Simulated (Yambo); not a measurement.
Yambo run on Si (diamond, space group Fd-3m, No. 227). The wavefunctions are PBE (Quantum ESPRESSO, PseudoDojo norm-conserving, 36 Ry, no spin-orbit coupling) ones on a 4×4×4 mesh (4 occupied bands); a = 3.849 Å, b = 3.849 Å, c = 3.849 Å, α = 60.00°, β = 60.00°, γ = 60.00°.

Yambo input:

```
rim_cut
gw0
dyson
el_el_corr
HF_and_locXC
mpa
em1d
RandQpts= 1000000
RandGvec= 1 Ry
EXXRLvcs= 36 Ry
VXCRLvcs= 144 Ry
Chimod= "HARTREE"
% BndsRnXm
 1 | 148 |
%
NGsBlkXm= 14 Ry
% LongDrXm
 1.0 | 1.0 | 1.0 |
%
EnSampXm= "2l"
EnGridXm= "lP"
% EnRngeXm
 0.0 | 40.0 | eV
%
% ImRngeXm
 2.72114 | 27.21138 | eV
%
% DmRngeXm
 0.02721 | 2.72114 | eV
%
ETStpsXm= 8
IntSolXm= "PT"
% GbndRnge
 1 | 148 |
%
GTermKind= "none"
DysSolver= "n"
ExtendOut
% QPkrange
 1 | 1 | 4 | 5 |
 7 | 7 | 5 | 5 |
%
```

k points by index: 1 = Γ, 7 = X.

The o-*.qp file then holds:

```
#    K-point    Band    Eo [eV]    E [eV]    E-Eo [eV]    Vxc [eV]    Vnlxc [eV]    Sc|Eo [eV]    Sc|E [eV]    dSc/dw|Eo [eV]    Re(Z)    Im(Z)
#
    1    4    0.000000    -0.688639    -0.688639    -11.31682    -12.92778    0.710703    0.922316    -8.350235    0.765184    -0.002128
    1    5    2.552714    2.552827    0.113131E-3    -10.00466    -5.714930    -4.289865    -4.289615    -8.595471    0.759911    -0.005355
    7    5    0.722751    0.659112    -0.063639    -8.933218    -5.138198    -3.876572    -3.858658    -7.620034    0.781226    -0.002036
```
(The two width columns are left out.) Convergence of these settings isn't established.

Geometry of the Materials Project entry, not relaxed at this level.
